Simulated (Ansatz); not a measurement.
## TlPb2 (P6/mmm)

Computed with DFT PBE, scalar-relativistic, plane waves, PAW in Ansatz.

Settings: cutoff 420 eV, Γ-centred mesh 12×12×14 on the computed 3-atom cell, Gaussian smearing of 0.10 eV; no spin polarisation.

The structure is relaxed at this level of theory with its symmetry kept, and needn't be the ground state of this composition.

```cif
data_structure
_symmetry_space_group_name_H-M 'P6/mmm'
_symmetry_Int_Tables_number 191
_cell_length_a 5.7121
_cell_length_b 5.7121
_cell_length_c 3.4052
_cell_angle_alpha 90.000
_cell_angle_beta 90.000
_cell_angle_gamma 120.000
_cell_volume 96.22
loop_
_atom_site_label
_atom_site_type_symbol
_atom_site_symmetry_multiplicity
_atom_site_Wyckoff_symbol
_atom_site_fract_x
_atom_site_fract_y
_atom_site_fract_z
_atom_site_occupancy
Tl1 Tl 1 a 0.00000 0.00000 0.00000 1
Pb1 Pb 2 d 0.33333 0.66667 0.50000 1
```

Question: Formation energy from the elements' standard states (uncorrected)?

Answer: +0.027 eV/atom.

Question: Kohn–Sham band gap?

Answer: none (metal).

Question: Density of states at the Fermi level?

Answer: 1.8 states/eV per cell.

Question: Orbital (Löwdin) character within 0.5 eV of the Fermi level?

Answer: Pb 6p 66 %, Tl 6p 18 %, Pb 6s 8 %.

Question: Bader charge by site (e)?

Answer: Tl (1 in the cell) 0.03, Pb (2 in the cell) -0.02.

Spin-orbit coupling is left out, which matters for the bands of heavy elements.

The cell was found from a structure generator's guess, not taken from experiment. Löwdin shares on free-atom orbitals overweight diffuse shells.
